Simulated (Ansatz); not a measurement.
ScPtN2:
```
CELL_PARAMETERS angstrom
      1.63175     0.94209     5.98869
     -1.63175     0.94209     5.98869
      0.00000    -1.88418     5.98869
ATOMIC_POSITIONS crystal
  Sc 0.50000 0.50000 0.50000
  Pt 0.00000 0.00000 0.00000
  N  0.89513 0.89513 0.89513
  N  0.10487 0.10487 0.10487
```

Relaxed with PBE. Special points in fractions of this cell's reciprocal vectors: Γ (0.000, 0.000, 0.000); T (0.500, 0.500, 0.500); H2 (0.817, 0.183, 0.500); H0 (0.500, -0.183, 0.183); L (0.500, 0.000, 0.000); S0 (0.342, -0.342, 0.000); S2 (0.658, 0.000, 0.342); F (0.500, 0.000, 0.500).

### Question
List the band energies nearest the Fermi level at these points for plane-wave PAW PBE (Ansatz code).

### Answer
In eV from the Fermi level; about four levels below and three above (degenerate sets whole), none deeper than 8.9 eV; points with the same levels are listed once.

| k | below | above |
|---|---|---|
| Γ | -0.79 -0.79 -0.62 -0.62 | 3.48 3.63 3.63 |
| T | -2.76 -2.76 -2.72 -2.72 | 1.30 1.30 3.55 3.55 |
| H2 | -2.41 -2.12 -1.93 -0.46 | 0.17 0.57 3.72 |
| L | -3.92 -2.49 -2.42 -1.24 | 0.13 0.63 0.86 |
| S0 | -2.38 -2.18 -1.84 -0.52 | 0.24 0.56 3.69 |
| F | -1.48 -1.24 -1.10 -0.28 | 0.63 3.25 3.44 |

Space group R-3m. The start of the workflow was typed in or built on a structure type; neither database checked (COD, Materials Project) lists it. Its standing as an ambient phase is unchecked. The cell was relaxed with PBE under the symmetry of its start; whether a distortion lowers the energy is not shown. No spin polarisation was allowed. With an odd number of electrons in the cell and no spin polarisation, the count alone makes it a metal. Scalar-relativistic: spin–orbit coupling is off unless named, which matters more the heavier the elements.

Potentials: the earlier of the program's two PAW sets.
